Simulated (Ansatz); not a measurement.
The cell is RuBr2 as a 1T monolayer; cell and atoms were relaxed with r2SCAN. The sheet's in-plane cell has a = 3.744 Å, b = 3.744 Å (γ = 120.0°), and its outermost atoms lie 2.68 Å apart along the normal. Ru is surrounded by 6 Br at 2.54 Å; Br is surrounded by 3 Ru at 2.54 Å.

```yaml
crystal:
  lattice:
    - [3.74423, 0.00000, 0.00000]
    - [-1.87211, 3.24260, 0.00000]
    - [0.00000, 0.00000, 30.20011]
  atoms:
    - { symbol: Ru, position: [0.00000, 0.00000, 0.29801] }
    - { symbol: Br, position: [0.33333, 0.66667, 0.34240] }
    - { symbol: Br, position: [0.66667, 0.33333, 0.25363] }
```
Two periodic directions, a and b.

3 runs of Ansatz 0.2.0 on this cell differ in the functional (and in the settings that go with it). Levels are in eV from each run's valence top; v1 is the last filled band, c1 the first empty one.

Run A, mean stress -0.4 N/m (compression positive):
```
point     v4     v3     v2     v1    c1    c2
    Γ  -2.09  -1.18  -1.18  -0.26  4.37  4.37
    M  -3.23  -1.10  -0.56  -0.39  4.38  4.55
    K  -3.76  -0.96  -0.23  -0.23  4.03  4.03
```

Run B, mean stress -0.5 N/m (compression positive):
```
point     v4     v3     v2     v1    c1    c2
    Γ  -2.13  -1.17  -1.17  -0.25  3.59  3.59
    M  -3.25  -1.09  -0.54  -0.37  3.59  3.75
    K  -3.77  -0.95  -0.23  -0.23  3.25  3.25
```

Run C, mean stress 0.0 N/m (compression positive):
```
point     v4     v3     v2     v1    c1    c2
    Γ  -2.58  -1.11  -1.11  -0.22  2.26  2.26
    M  -3.59  -1.08  -0.44  -0.27  2.23  2.34
    K  -4.10  -0.79  -0.19  -0.19  1.88  1.88
```

Q: Match the runs to r2SCAN, HSE06, PBE0.

A: A is PBE0, B is HSE06, C is r2SCAN. In order of the gap: r2SCAN 1.53, HSE06 2.80, PBE0 3.57 eV. The stress vanishes for r2SCAN, which relaxed the cell.

(Calculated; spin-unpolarised; the phase may be known or hypothetical.)

The runs are scalar-relativistic, without spin-orbit coupling.

The stress of a hybrid is loosely converged in these runs.

The meshes of the hybrids are coarse, so their gaps aren't converged to the digits shown.
